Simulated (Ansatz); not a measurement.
A geometry of AgO away from equilibrium: the start of the relaxation of a randomly generated symmetric cell of AgO (space group No. 216). Computed with r2SCAN (plane waves to 500 eV, PAW, scalar-relativistic; Ansatz, an electronic-structure program). Γ-centred k-mesh 5×5×5 on the run's cell (coarser than for final values), Fermi–Dirac smearing 0.05 eV.

```xyz
8
Lattice="0.0000 3.8906 3.8906 3.8906 0.0000 3.8906 3.8906 3.8906 0.0000" Properties=species:S:1:pos:R:3:forces:R:3 pbc="T T T" free_energy=-32663.706 pressure_GPa=67.3
Ag     3.8906     3.8906     3.8906    0.0000    0.0000    0.0000
Ag     5.8359     5.8359     5.8359    0.0000    0.0000    0.0000
Ag     0.0000     0.0000     0.0000    0.0000    0.0000    0.0000
Ag     1.9453     1.9453     1.9453    0.0000    0.0000    0.0000
O      2.9305     2.9305     2.9305   -1.3158   -1.3158   -1.3158
O      4.8507     4.8507     2.9305    1.3158    1.3158   -1.3158
O      4.8507     2.9305     4.8507    1.3158   -1.3158    1.3158
O      2.9305     4.8507     4.8507   -1.3158    1.3158    1.3158
```

Positions in Å, forces in eV/Å, free energy of the cell in eV (comparable only within this code, potentials and settings). Largest force: 2.28 eV/Å, on O5, O6, O7, O8 (atoms numbered as listed); the geometry lies 1.10 eV/atom above the end of its relaxation.

No spin polarisation in the result.

The run could not lose the symmetry of its start, so the end can be a saddle point.

The end of the path is a generated cell of AgO: the first start was made by a random draw of sites in a space group, and the end was not matched to a known phase here, so it may be hypothetical.
